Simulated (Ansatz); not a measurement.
**InP: the gap against volume**

InP, F-43m, a = 5.907 Å. Ansatz: r2SCAN, PAW, 500 eV, Γ-centred 8×8×8 mesh on 2 atoms, Gaussian smearing 0.02 eV; no spin polarisation. Symmetry fixes shape and atoms, so the cell is only scaled; x = ln(V/V0) with V0 = 25.766 Å³/atom. The gap is read at the mesh points alone.

```tsv
x	gap y (eV)
-0.0619	1.387
-0.0305	1.205
0.0000	1.028
0.0296	0.855
0.0583	?
```

Task: Fit a straight line to the other rows, give the volume deformation potential of the gap and its pressure coefficient, and predict the missing gap. B0 = 68.3 GPa.

Result: Means x = -0.01570, y = 1.1187; Σ(Δx)² = 0.004652, ΣΔxΔy = -0.02704; the slope is their ratio. y = 1.027 − 5.813 x. The slope is the deformation potential a = dE_g/d ln V = -5.81 eV, and dE_g/dP = −a/B0 = 85.1 meV/GPa. At x = 0.0583 the fit asked for gives 0.688 eV. The run gave 0.687 eV, so the fit is 0.001 eV too high, within twice the rms miss on the fitted rows (0.0006 eV). The form still works here, 31 % of the fitted range beyond its end.

Semilocal functionals give gaps under the measured ones; changes of the gap mostly carry over better.